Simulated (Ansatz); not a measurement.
Input and command of a plane-wave DFT calculation in Ansatz:

```yaml
crystal:
  lattice:
    - [4.0848572951, 0.0, 0.0]
    - [-2.0424286476, 3.5375901885, 0.0]
    - [0.0, 0.0, 2.8731423849]
  atoms:
    - { symbol: Mg, position: [0.3333333333, 0.6666666667, 0.5] }
    - { symbol: Mg, position: [0.6666666667, 0.3333333333, 0.5] }
    - { symbol: O, position: [0.0, 0.0, 0.0] }
basis:
  ecutwfc: 420
kpoints:
  mp_grid: { grid: [6, 6, 6] }
hamiltonian:
  xc: pbe
scf:
  occupations: { method: gaussian, width: 0.1 }
  lower_state_search: "off"
output:
  forces: true
  stress: true
  eigenvalues: true
relax:
  adjacent_minimum: "off"
  f_tol: 0.04
  max_steps: 70
  cell: { stress_tol: 0.4 }
```

```bash
ansatz run input.yaml --threads 1 --pin off --max-ram 2560MiB --backend cpu --events-out ev --progress --plain --runs-dir out
```

Processor: Intel(R) Xeon(R) Platinum 8375C CPU @ 2.90GHz (Ice Lake), 1 thread, on a host shared with other jobs.

Problem. How long does it run, and how much memory does it take?

Solution. About 8.4 s on 1 thread of Intel(R) Xeon(R) Platinum 8375C CPU @ 2.90GHz (Ice Lake), on a shared host, peak memory 0.38 GiB. It solves 17 bands at 28 k points (the mesh reduced by the symmetry that the task leaves, which can be less than the crystal's) with about 989 plane waves (on the last cell), in 43 SCF iterations over 7 ionic steps.
